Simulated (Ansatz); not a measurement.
Clusters are cut from relaxed bulk Hf (Im-3m, not its usual structure, 21.27 Å³/atom, gap on the mesh 0.00 eV) and relaxed in a periodic box with vacuum; the excess energy counts from that bulk.

Theory: Ansatz, DFT PBEsol, scalar-relativistic, plane waves, PAW.

Cutoff 420 eV, Gaussian smearing of 0.05 eV, energies at zero smearing, symmetry of each start kept, collinear spin where a moment is listed.

| start | atoms | k mesh | excess energy (eV per host atom) | gap on the mesh (eV) | highest filled level or Fermi level under vacuum (eV) | size of the moment (μB per cell) |
| --- | --- | --- | --- | --- | --- | --- |
| Hf4, sphere cut, shaken | 4 | 1×1×1 | 3.409 | 0.47 | 3.47 | 0.00 |
| Hf5, sphere cut, shaken | 5 | 1×1×1 | 2.897 | 0.33 | - | 2.00 |

Spin-orbit coupling is left out, which matters for the bands of heavy elements.

Each run keeps its start's symmetry and one magnetic start, so lower states can exist.

Cost: 2 runs of about 18 core-minutes in all, on Arm Neoverse V1 (shared hosts).